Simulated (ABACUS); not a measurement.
A self-consistent single point of CdTe (F-43m, 8 atoms in the cell; from Materials Project mp-406, changed as shown) with ABACUS.

Level of theory: ABACUS with PBE, numerical atomic orbitals SZP (confined pseudo-atomic orbitals with Gaussian additions; energy shift 0.003 Ry), PseudoDojo 0.5 standard norm-conserving PBE (tails mended) pseudopotentials.

The change in words: lattice scaled by 1.02. Reference geometry (F-43m):
```xyz
8
Lattice="6.5642 0.0000 0.0000 0.0000 6.5642 0.0000 0.0000 0.0000 6.5642" Properties=species:S:1:pos:R:3 pbc="T T T"
Cd     0.0000     0.0000     0.0000
Cd     0.0000     3.2821     3.2821
Cd     3.2821     0.0000     3.2821
Cd     3.2821     3.2821     0.0000
Te     1.6411     1.6411     4.9232
Te     1.6411     4.9232     1.6411
Te     4.9232     1.6411     1.6411
Te     4.9232     4.9232     4.9232
```

Reference input (self-consistent single point, DFT, PBE, numerical atomic orbitals SZP (confined pseudo-atomic orbitals with Gaussian additions; energy shift 0.003 Ry), PseudoDojo 0.5 standard norm-conserving PBE (tails mended) pseudopotentials): basis = SZP numerical atomic orbitals, energy shift 0.003 Ry; KPT = Gamma 4 4 4 0 0 0; basis_type = lcao; dft_functional = PBE; ecutwfc = 100 Ry; smearing_method = fd; smearing_sigma = 0.00146997 Ry; potentials = PseudoDojo 0.5 standard norm-conserving PBE (tails mended); symmetry = 1; symmetry_prec = 1e-05; ks_solver = genelpa; scf_nmax = 100. This run's input differs from it in these lines:

```diff
@@ -33,5 +33,5 @@
 LATTICE_VECTORS
-   6.5642300000    0.0000000000    0.0000000000
-   0.0000000000    6.5642300000    0.0000000000
-   0.0000000000    0.0000000000    6.5642300000
+   6.6955150000    0.0000000000    0.0000000000
+   0.0000000000    6.6955150000    0.0000000000
+   0.0000000000    0.0000000000    6.6955150000
 
@@ -44,5 +44,5 @@
    0.0000000000    0.0000000000    0.0000000000
-   0.0000000000    6.2022984595    6.2022984595
-   6.2022984595    0.0000000000    6.2022984595
-   6.2022984595    6.2022984595    0.0000000000
+   0.0000000000    6.3263448067    6.3263448067
+   6.3263448067    0.0000000000    6.3263448067
+   6.3263448067    6.3263448067    0.0000000000
 
@@ -51,6 +51,6 @@
 4
-   3.1011492298    3.1011492298    9.3034476893
-   3.1011492298    9.3034476893    3.1011492298
-   9.3034476893    3.1011492298    3.1011492298
-   9.3034476893    9.3034476893    9.3034476893
+   3.1631724033    3.1631724033    9.4895172100
+   3.1631724033    9.4895172100    3.1631724033
+   9.4895172100    3.1631724033    3.1631724033
+   9.4895172100    9.4895172100    9.4895172100
 # file: KPT
```

Output, abridged:

```
 SELF-CONSISTENT
 -------------------------------------------

                  longest orb rcut (Bohr) = 8.1
   longest nonlocal projector rcut (Bohr) = 2.3
                     search radius (Bohr) = 20.8

                          real space grid = [ 81, 81, 81 ]
                                 init_chg = atomic

 LCAO ALGORITHM --------------- ION=   1  ELEC=   1--------------------------------

 Density error is 0.0285611126294
 E_KohnSham     -2241.0059894273     -30490.4507083392
 E_Fermi        0.4807228138         6.5405694262

 LCAO ALGORITHM --------------- ION=   1  ELEC=   2--------------------------------

   [... lines left out ...]

   [... 3 blocks of this kind left out ...]

 LCAO ALGORITHM --------------- ION=   1  ELEC=   6--------------------------------

 Density error is 2.56374581378e-06
 E_KohnSham     -2241.0525350954     -30491.0839946420
 E_Fermi        0.4824845019         6.5645384229

 LCAO ALGORITHM --------------- ION=   1  ELEC=   7--------------------------------

 Density error is 4.97547399629e-07
 E_KohnSham     -2241.0525350955     -30491.0839946438
 E_KS(sigma->0) -2241.0525350955     -30491.0839946436
 E_entropy(-TS) -0.0000000000        -0.0000000005
 E_Fermi        0.4824835490         6.5645254580
 charge density convergence is achieved
 final etot is -30491.083995 eV
 EFERMI = 6.564525458 eV

 STATE ENERGY(eV) AND OCCUPATIONS    NSPIN == 1
   [... 84 lines left out ...]

 TOTAL-FORCE (eV/Angstrom)
                       Cd1         0.0000000000         0.0000000000         0.0000000000
                       Cd2         0.0000000000         0.0000000000         0.0000000000
                       Cd3         0.0000000000         0.0000000000         0.0000000000
                       Cd4         0.0000000000         0.0000000000         0.0000000000
                       Te1        -0.0001445469        -0.0001445469         0.0001445469
                       Te2        -0.0001445469         0.0001445469        -0.0001445469
                       Te3         0.0001445469        -0.0001445469        -0.0001445469
   [... lines left out ...]

 TOTAL-STRESS (KBAR)
         0.7597483339         0.0000000000         0.0000000000
        -0.0000000000         0.7597483339        -0.0000000000
         0.0000000000         0.0000000000         0.7597483339
 TOTAL-PRESSURE: 0.759748 KBAR

 --------------------------------------------
 !FINAL_ETOT_IS -30491.0839946437990875 eV
 --------------------------------------------
```

The run converged in 7 iterations. Against the reference run the free energy goes down by 15.0 meV/atom, the pressure goes from 2.32 to 0.08 GPa and the gap on the mesh goes from 0.987 to 0.732 eV.

Spin-orbit coupling is left out, which matters for bands and gaps with elements this heavy. The atom-centred basis is finite, which shifts total energies, pressures and gaps against plane waves. A single-zeta basis is rough, for pressures and forces above all. The structure comes from a collection of computed structures, made at another level of theory; the collection holds predicted forms beside known ones.

Cost on one core: very roughly 28 core-seconds.

The atomic orbitals were generated for these runs; they are not ABACUS's published sets and were checked against plane waves on a few crystals only.

“Tails mended”: in these copies of the files the far tail of each local potential was reset to the Coulomb form.
